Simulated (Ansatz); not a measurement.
TaAl:
```
TaAl
1.0
    3.20809     0.00000     0.00000
    0.00000     3.20809     0.00000
    0.00000     0.00000     3.20809
Ta Al
1 1
Direct
  0.00000   0.00000   0.00000
  0.50000   0.50000   0.50000
```

Relaxed with r²SCAN.

Q: Map the electron localisation function on the plane through (0.000, 0.000, 0.000) spanned by u = [1, 0, 0] and v = [0, 1, 1] in lattice vectors, from plane-wave PAW r²SCAN (Ansatz code).

A: x is the fraction of u, y of v (the angle between them is 90°; rows are the nearest grid lines); atoms in the plane: Ta at (0.00, 0.00), Al at (0.50, 0.50).
```
| .%@%=-+*+-=%@%. |
|.=%@#--+*+--#@%=.|
|#%@%+:-+*+-:+%@%#|
|@@%*::-+*+-::*%@@|
|##+:.:=***=:.:+##|
|-:..:-+###+-:..:-|
|..::=+*###*+=::..|
|--=+*********+=--|
|++****=-:-=****++|
|**##*=.   .=*##**|
|**##+:     :+##**|
|*###+. .#. .+###*|
|*###+. .#. .+###*|
|**##+:     :+##**|
|**##*=.   .=*##**|
|++****=-:-=****++|
|--=+*********+=--|
|..::=+*###*+=::..|
|-:..:-+###+-:..:-|
|##+:.:=***=:.:+##|
|@@%*::-+*+-::*%@@|
|#%@%+:-+*+-:+%@%#|
|.=%@#--+*+--#@%=.|
| .%@%=-+*+-=%@%. |
```
Scale: ten equal steps from 0.019 (start of ' ') to 0.786 (end of '@'), in the order ' .:-=+*#%@'; x runs from 0.000 to 1.00, y from 0.000 (bottom) to 1.00 (top).

The density is the valence pseudo-density with augmentation charge, so density and ELF within about 1 Å of a nucleus are not all-electron values.

Space group Pm-3m (CsCl type). The start of the workflow was typed in or built on a structure type; neither database checked (COD, Materials Project) lists it. Whether it is the stable phase at ambient conditions was not checked. The r²SCAN relaxation kept the symmetry of its start. At this level the phase is mechanically unstable. No spin polarisation was allowed. Spin–orbit coupling is left out wherever it is not named.

Potentials: the earlier of the program's two PAW sets.
